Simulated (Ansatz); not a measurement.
## TlMgBr3 (cubic perovskite) under strain

TlMgBr3 built on the cubic perovskite prototype, relaxed with r2SCAN in Ansatz. The symmetry is Pm-3m (No. 221, cubic); a = 5.287 Å in the conventional setting, 29.56 Å³ an atom. Tl has 12 Br at 3.74 Å; Mg has 6 Br at 2.64 Å; Br has 2 Mg at 2.64 Å and 4 Tl at 3.74 Å.

The axes x, y and z are those of this cell:
```
Tl Mg Br
1.0
     5.28706    0.00000    0.00000
     0.00000    5.28706    0.00000
     0.00000    0.00000    5.28706
Tl Mg Br
1 1 3
Direct
  0.00000 0.00000 0.00000
  0.50000 0.50000 0.50000
  0.50000 0.50000 0.00000
  0.50000 0.00000 0.50000
  0.00000 0.50000 0.50000
```

Unstrained: r2SCAN gives an indirect gap of 3.654 eV, from M to Γ; the least direct gap is 4.288 eV at Γ. With HSE06 the valence top lies at M and the conduction bottom at Γ, 4.012 eV higher; the smallest vertical gap, at Γ, is 4.640 eV. Meshes: r2SCAN 6×6×6, HSE06 4×4×4. Strains are changes of length per length. After each strain the atoms were relaxed again with r2SCAN within the symmetry that the strain leaves, so tilts or polar shifts that break it weren't tested; points keep the names that they have in the unstrained zone. Note: simulated data, non-magnetic, for a generated structure that need not be the stable one.

Changes of the least gap in eV (an overlap counts as a negative gap):
```json
{"strain": "uniaxial -1.5 % along z", "volume change (%)": "-1.5", "space group": "P4/mmm", "r2SCAN": "+0.044", "HSE06": "+0.047", "energy rise, r2SCAN (meV/atom)": "1.3"}
{"strain": "epitaxial +2.5 % in the xy plane, free normal strain -1.57 %", "volume change (%)": "+3.4", "space group": "P4/mmm", "r2SCAN": "-0.146", "HSE06": "-0.150", "energy rise, r2SCAN (meV/atom)": "6.3"}
{"strain": "epitaxial +4.0 % in the xy plane, free normal strain -2.43 %", "volume change (%)": "+5.5", "space group": "P4/mmm", "r2SCAN": "-0.216", "HSE06": "-0.222", "energy rise, r2SCAN (meV/atom)": "15.5"}
{"strain": "uniaxial -1.0 % along x", "volume change (%)": "-1.0", "space group": "P4/mmm", "r2SCAN": "+0.029", "HSE06": "+0.031", "energy rise, r2SCAN (meV/atom)": "0.6"}
```

Uniaxial -1.5 % along z, other directions held. HSE06: the gap goes from 4.012 to 4.059 eV (+0.047 eV). Stress change with r2SCAN, compression positive: xx +0.29, yy +0.29, zz +0.89 GPa.

Epitaxial +2.5 % in the xy plane, free normal strain -1.57 %. HSE06: the gap goes from 4.012 to 3.862 eV (-0.150 eV). Stress change with r2SCAN, compression positive: xx -1.33, yy -1.33, zz -0.02 GPa.

Epitaxial +4.0 % in the xy plane, free normal strain -2.43 %. HSE06: the gap goes from 4.012 to 3.790 eV (-0.222 eV). Stress change with r2SCAN, compression positive: xx -1.96, yy -1.96, zz -0.01 GPa.

Uniaxial -1.0 % along x, other directions held. HSE06: the gap goes from 4.012 to 4.043 eV (+0.031 eV). Stress change with r2SCAN, compression positive: xx +0.58, yy +0.19, zz +0.19 GPa.

Spin-orbit coupling is left out; in compounds of Pb, Bi, Tl or Hg it can lower a gap by up to about 1 eV, split its edges or invert the bands.

The meshes of the hybrids are coarse, so their gaps aren't converged to the digits shown.
